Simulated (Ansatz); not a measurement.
Mo3Os (Cu3Au type, space group No. 221) under volume change, the program Ansatz at the PBE level (PAW), scaled uniformly.

```tsv
V (Å³/atom)	E − E(relaxed) (meV/atom)	P (GPa)
14.119	128.5	31.97
14.584	?	?
15.050	12.7	9.03
15.515	0.0	-0.01
15.981	?	?
16.446	43.8	-14.29
16.911	93.6	-19.87
```

Q: Some entries are withheld; supply them.

A: 
- 15.981, E − E(relaxed) (meV/atom): 11.5
- 15.981, P (GPa): -7.73
- 14.584, E − E(relaxed) (meV/atom): 54.0
- 14.584, P (GPa): 19.62

Q: What does a third-order Birch–Murnaghan fit give for V₀, B₀ and B′?

A: V₀ = 15.52 Å³/atom, B₀ = 277 GPa, B′ = 4.3.

Space group Pm-3m (Cu3Au type). A made-up cell: these elements were put on the sites of a structure type; neither database checked (COD, Materials Project) lists it. COD files the formula under space group No. 223, so this cell is another polymorph or a model. Its standing as an ambient phase is unchecked. The cell was relaxed with PBE under the symmetry of its start; whether a distortion lowers the energy is not shown. No spin polarisation was allowed. Spin–orbit coupling is left out wherever it is not named.

Potentials: the earlier of the program's two PAW sets.
